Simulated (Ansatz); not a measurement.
NbSi (CsCl type, space group No. 221) at seven volumes, the program Ansatz at the r²SCAN level (PAW), scaled uniformly. One row is withheld.

```csv
V (Å³/atom),P (GPa)
14.143,?
14.609,12.42
15.075,5.77
15.541,0.00
16.008,-4.97
16.474,-9.22
16.940,-12.81
```

Task: Fit the shown pressures and predict the withheld one.

Result: P = (3/2)B₀(x^(7/2) − x^(5/2))[1 + (3/4)(B′ − 4)(x − 1)] with x = (V₀/V)^(2/3). Least squares on the six rows gives V₀ = 15.540 Å³/atom, B₀ = 177 GPa, B′ = 4.08. At V = 14.143, x = 1.0648 and P = 20.21 GPa. The run itself gave 20.25 GPa.

Space group Pm-3m (CsCl type). The cell is a constructed one: a structure type filled with these elements; neither database checked (COD, Materials Project) lists it. Its standing as an ambient phase is unchecked. Symmetry was held in the r²SCAN relaxation. At this level the phase is mechanically unstable. No spin polarisation was allowed.

Potentials: the later of the program's two PAW sets.
